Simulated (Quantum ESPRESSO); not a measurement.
## Sn3Ru2Ga2W (finding a planted mistake in a log)

A calculation, not a measurement. The program is pw.x of Quantum ESPRESSO 7.5 (plane-wave density functional theory). The cell is made up: eight metal atoms on a face-centred cubic lattice, with elements, volume, strain and displacements drawn at random and not relaxed, so it may be unstable or far from any real phase. PseudoDojo standard norm-conserving files set the functional (PBE unless stated); there is no spin polarisation or spin-orbit coupling, the Fermi-Dirac width of 0.25 eV means electrons at about 2900 K, and the masses in the input are unused placeholders. The tin pseudopotential is less sure than most, with forces differing by about three percent from a second method on plain tin. Heavy elements are run without spin-orbit coupling, which real alloys of them have. A spin test at this wide smearing found no moment, but such smearing suppresses magnetism that the real alloy may have.

Intended input:

```
&control calculation='scf', pseudo_dir='./dojo.nc.sr.pbe.v0_5.standard.upf', outdir='./o', disk_io='minimal', tprnfor=.true., tstress=.true. /
&system ibrav=0, nat=8, ntyp=4, nbnd=69, ecutwfc=84.00895049, nosym=.true., tot_charge=0,
 occupations='smearing', smearing='fd', degauss=0.0183746611
/
&electrons conv_thr=1.470e-08, electron_maxstep=70, mixing_beta=0.5 /
ATOMIC_SPECIES
Ga 1.0 Ga.upf
Ru 1.0 Ru.upf
Sn 1.0 Sn.upf
W 1.0 W.upf
CELL_PARAMETERS angstrom
2.0506 4.1011 2.0506
0.0 4.1011 -4.1011
-4.1011 4.1011 0.0
ATOMIC_POSITIONS angstrom
Sn 0.1489 -0.0059 0.0563
Ru -2.0284 1.9345 -0.0527
Ga -0.0873 2.1562 -2.0638
Sn -2.129 4.2392 -2.1322
W -0.0025 4.1699 -0.034
Sn -2.0673 6.332 -0.0862
Ga -0.1118 6.075 -2.1569
Ru -2.0243 8.2094 -2.0397
K_POINTS automatic
5 5 5 1 1 1
```

The log is shortened where brackets say so; the opening notice, blank lines, dates and the lines on written files are dropped, and the path of the files is cut. It prints rydbergs, bohrs and kilobars, and counts compression as positive stress. Its total energy is the free energy E - TS of the whole cell.

Log of the intended run:

```
     Program PWSCF v.7.5
     Parallel version (MPI & OpenMP), running on       4 processor cores
     Number of MPI processes:                 4
     Threads/MPI process:                     1
     [start-up lines left out]
     bravais-lattice index     =            0
     lattice parameter (alat)  =       9.4918  a.u.
     unit-cell volume          =     930.9642 (a.u.)^3
     number of atoms/cell      =            8
     number of atomic types    =            4
     number of electrons       =       114.00
     number of Kohn-Sham states=           69
     kinetic-energy cutoff     =      84.0090  Ry
     charge density cutoff     =     336.0358  Ry
     scf convergence threshold =      1.5E-08
     mixing beta               =       0.5000
     number of iterations used =            8  plain     mixing
     Exchange-correlation= PBE
                           (   1   4   3   4   0   0   0)
     [axes and pseudopotential details left out]
   Cartesian axes
     site n.     atom                  positions (alat units)
         1        Sn     tau(   1) = (   0.0296446  -0.0011746   0.0112088  )
         2        Ru     tau(   2) = (  -0.4038351   0.3851405  -0.0104921  )
         3        Ga     tau(   3) = (  -0.0173806   0.4292789  -0.4108829  )
         4        Sn     tau(   4) = (  -0.4238636   0.8439843  -0.4245007  )
         5        W      tau(   5) = (  -0.0004977   0.8301874  -0.0067691  )
         6        Sn     tau(   6) = (  -0.4115797   1.2606409  -0.0171616  )
         7        Ga     tau(   7) = (  -0.0222583   1.2094746  -0.4294182  )
         8        Ru     tau(   8) = (  -0.4030188   1.6344133  -0.4060848  )
     number of k points=    63  Fermi-Dirac smearing, width (Ry)=  0.0184
                       cart. coord. in units 2pi/alat
        k(    1) = (   0.0000000   0.1224755   0.0000000), wk =   0.0320000
        k(    2) = (  -0.1837125   0.1837140   0.0612385), wk =   0.0320000
     [further k points left out]
     Dense  grid:    96849 G-vectors     FFT dimensions: (  60,  64,  64)
     Estimated max dynamical RAM per process >     378.00 MB
     Estimated total dynamical RAM >       1.41 GB
     Initial potential from superposition of free atoms
     starting charge     113.9880, renormalised to     114.0000
     Starting wfcs are   75 randomized atomic wfcs
     total cpu time spent up to now is        5.9 secs
     per-process dynamical memory:   305.4 Mb
     Self-consistent Calculation
     iteration #  1     ecut=    84.01 Ry     beta= 0.50
     Davidson diagonalization with overlap
     ethr =  1.00E-02,  avg # of iterations =  3.6
     Threshold (ethr) on eigenvalues was too large:
     Diagonalizing with lowered threshold
     Davidson diagonalization with overlap
     ethr =  3.46E-04,  avg # of iterations =  3.4
     total cpu time spent up to now is       32.2 secs
     total energy              =   -1334.36268094 Ry
     estimated scf accuracy    <       0.43340299 Ry
     iteration #  2     ecut=    84.01 Ry     beta= 0.50
     Davidson diagonalization with overlap
     ethr =  3.80E-04,  avg # of iterations =  3.5
     total cpu time spent up to now is       45.9 secs
     total energy              =   -1334.16669891 Ry
     estimated scf accuracy    <       4.09589650 Ry
     [iterations 3 to 10 left out]
     iteration # 11     ecut=    84.01 Ry     beta= 0.50
     Davidson diagonalization with overlap
     ethr =  1.47E-10,  avg # of iterations =  2.2
     total cpu time spent up to now is      159.5 secs
     total energy              =   -1334.53654024 Ry
     estimated scf accuracy    <       0.00000002 Ry
     iteration # 12     ecut=    84.01 Ry     beta= 0.50
     Davidson diagonalization with overlap
     ethr =  2.04E-11,  avg # of iterations =  2.5
     total cpu time spent up to now is      172.1 secs
     End of self-consistent calculation
     [lines on levels left out]
!    total energy              =   -1334.53654024 Ry
     estimated scf accuracy    <          4.0E-09 Ry
     smearing contrib. (-TS)   =      -0.09471298 Ry
     internal energy E=F+TS    =   -1334.44182727 Ry
     The total energy is F=E-TS. E is the sum of the following terms:
     one-electron contribution =    -298.46529264 Ry
     hartree contribution      =     242.73349525 Ry
     xc contribution           =    -318.02814545 Ry
     ewald contribution        =    -960.68188443 Ry
     convergence has been achieved in  12 iterations
     Forces acting on atoms (cartesian axes, Ry/au):
     atom    1 type  3   force =    -0.02378096   -0.01314267    0.00910516
     atom    2 type  2   force =     0.02975680    0.02275652   -0.02283224
     atom    3 type  1   force =    -0.01640395   -0.01438773   -0.00813631
     atom    4 type  3   force =     0.02628150   -0.01191723   -0.01684319
     atom    5 type  4   force =    -0.02874335    0.01547720    0.01377283
     atom    6 type  3   force =     0.01165864   -0.03720632    0.03698591
     atom    7 type  1   force =     0.01284135    0.03829304   -0.00355278
     atom    8 type  2   force =    -0.01161002    0.00012719   -0.00849936
     Total force =     0.101976     Total SCF correction =     0.000237
     Computing stress (Cartesian axis) and pressure
          total   stress  (Ry/bohr**3)                   (kbar)     P=       79.43
   0.00050220   0.00040049  -0.00022028           73.88       58.91      -32.40
   0.00040049   0.00066641   0.00028875           58.91       98.03       42.48
  -0.00022028   0.00028875   0.00045119          -32.40       42.48       66.37
     init_run     :      5.60s CPU      5.84s WALL (       1 calls)
     electrons    :    162.09s CPU    166.19s WALL (       1 calls)
     forces       :      2.01s CPU      2.04s WALL (       1 calls)
     stress       :      6.89s CPU      6.93s WALL (       1 calls)
     [timing details left out]
     PWSCF        :   2m56.67s CPU   3m 1.15s WALL
     JOB DONE.
```

A second run was made from an input with one planted mistake. Its log:

```
     Program PWSCF v.7.5
     Parallel version (MPI & OpenMP), running on       4 processor cores
     Number of MPI processes:                 4
     Threads/MPI process:                     1
     [start-up lines left out]
     bravais-lattice index     =            0
     lattice parameter (alat)  =       9.4918  a.u.
     unit-cell volume          =     930.9642 (a.u.)^3
     number of atoms/cell      =            8
     number of atomic types    =            4
     number of electrons       =       114.00
     number of Kohn-Sham states=           69
     kinetic-energy cutoff     =      84.0090  Ry
     charge density cutoff     =     336.0358  Ry
     scf convergence threshold =      1.5E-08
     mixing beta               =       0.5000
     number of iterations used =            8  plain     mixing
     Exchange-correlation= PBE
                           (   1   4   3   4   0   0   0)
     [axes and pseudopotential details left out]
   Cartesian axes
     site n.     atom                  positions (alat units)
         1        Sn     tau(   1) = (   0.0296446  -0.0011746   0.0112088  )
         2        Ru     tau(   2) = (  -0.4038351   0.3851405  -0.0104921  )
         3        Ga     tau(   3) = (  -0.0173806   0.4292789  -0.4108829  )
         4        Sn     tau(   4) = (  -0.4238636   0.8439843  -0.4245007  )
         5        W      tau(   5) = (  -0.0303613   0.8301874  -0.0067691  )
         6        Sn     tau(   6) = (  -0.4115797   1.2606409  -0.0171616  )
         7        Ga     tau(   7) = (  -0.0222583   1.2094746  -0.4294182  )
         8        Ru     tau(   8) = (  -0.4030188   1.6344133  -0.4060848  )
     number of k points=    63  Fermi-Dirac smearing, width (Ry)=  0.0184
                       cart. coord. in units 2pi/alat
        k(    1) = (   0.0000000   0.1224755   0.0000000), wk =   0.0320000
        k(    2) = (  -0.1837125   0.1837140   0.0612385), wk =   0.0320000
     [further k points left out]
     Dense  grid:    96849 G-vectors     FFT dimensions: (  60,  64,  64)
     Estimated max dynamical RAM per process >     378.00 MB
     Estimated total dynamical RAM >       1.41 GB
     Initial potential from superposition of free atoms
     starting charge     113.9880, renormalised to     114.0000
     Starting wfcs are   75 randomized atomic wfcs
     total cpu time spent up to now is        5.8 secs
     per-process dynamical memory:   297.1 Mb
     Self-consistent Calculation
     iteration #  1     ecut=    84.01 Ry     beta= 0.50
     Davidson diagonalization with overlap
     ethr =  1.00E-02,  avg # of iterations =  3.4
     Threshold (ethr) on eigenvalues was too large:
     Diagonalizing with lowered threshold
     Davidson diagonalization with overlap
     ethr =  3.37E-04,  avg # of iterations =  3.9
     total cpu time spent up to now is       32.5 secs
     total energy              =   -1334.37615495 Ry
     estimated scf accuracy    <       0.42189315 Ry
     iteration #  2     ecut=    84.01 Ry     beta= 0.50
     Davidson diagonalization with overlap
     ethr =  3.70E-04,  avg # of iterations =  3.3
     total cpu time spent up to now is       46.1 secs
     total energy              =   -1334.18998498 Ry
     estimated scf accuracy    <       3.75557689 Ry
     [iterations 3 to 10 left out]
     iteration # 11     ecut=    84.01 Ry     beta= 0.50
     Davidson diagonalization with overlap
     ethr =  1.51E-10,  avg # of iterations =  3.0
     total cpu time spent up to now is      164.7 secs
     total energy              =   -1334.54092886 Ry
     estimated scf accuracy    <       0.00000003 Ry
     iteration # 12     ecut=    84.01 Ry     beta= 0.50
     Davidson diagonalization with overlap
     ethr =  2.40E-11,  avg # of iterations =  2.4
     total cpu time spent up to now is      179.2 secs
     End of self-consistent calculation
     [lines on levels left out]
!    total energy              =   -1334.54092886 Ry
     estimated scf accuracy    <          6.1E-09 Ry
     smearing contrib. (-TS)   =      -0.09270212 Ry
     internal energy E=F+TS    =   -1334.44822675 Ry
     The total energy is F=E-TS. E is the sum of the following terms:
     one-electron contribution =    -299.15193567 Ry
     hartree contribution      =     243.08423963 Ry
     xc contribution           =    -318.03252267 Ry
     ewald contribution        =    -960.34800803 Ry
     convergence has been achieved in  12 iterations
     Forces acting on atoms (cartesian axes, Ry/au):
     atom    1 type  3   force =    -0.02752825   -0.01330557    0.00887590
     atom    2 type  2   force =     0.03238168    0.01990665   -0.01895726
     atom    3 type  1   force =    -0.01866897   -0.01919552   -0.00788383
     atom    4 type  3   force =     0.01868711   -0.01136346   -0.02554725
     atom    5 type  4   force =    -0.00248414    0.00599337    0.01305619
     atom    6 type  3   force =    -0.00414080   -0.01619218    0.03644022
     atom    7 type  1   force =     0.01436713    0.03743162   -0.00198821
     atom    8 type  2   force =    -0.01261376   -0.00327491   -0.00399575
     Total force =     0.091351     Total SCF correction =     0.000274
     Computing stress (Cartesian axis) and pressure
          total   stress  (Ry/bohr**3)                   (kbar)     P=       80.40
   0.00049593   0.00042639  -0.00020133           72.95       62.72      -29.62
   0.00042639   0.00065611   0.00028362           62.72       96.52       41.72
  -0.00020133   0.00028362   0.00048761          -29.62       41.72       71.73
     init_run     :      5.43s CPU      5.74s WALL (       1 calls)
     electrons    :    171.51s CPU    173.38s WALL (       1 calls)
     forces       :      2.09s CPU      2.10s WALL (       1 calls)
     stress       :      7.49s CPU      7.50s WALL (       1 calls)
     [timing details left out]
     PWSCF        :   3m 6.66s CPU   3m 8.89s WALL
     JOB DONE.
```

Question: the log repeats what the program read. Compare it with the intended run: what was wrong in the second input?

Answer: one coordinate of one atom is wrong. The input lines that differ:

```
- W -0.0025 4.1699 -0.034
+ W -0.1525 4.1699 -0.034
```

|  | intended run | run with the mistake |
| --- | --- | --- |
| free energy (eV) | -18157.295 | -18157.354 |
| entropy term -TS, part of it (eV) | -1.289 | -1.261 |
| pressure (GPa) | 7.94 | 8.04 |
| size of the largest force component (eV/Å) | 0.985 | 0.962 |
| largest change of a force component (eV/Å) |  | 0.675 |
| iterations | 12 | 12 |

For scale, a rerun of the intended cell at a higher cutoff and on a denser mesh moved values by no more than 0.003 eV in energy, 0.04 GPa in stress and 0.008 eV/Å in force, and a second program with other atomic files agreed on that cell to 2 % rms in force and 0.5 GPa in pressure.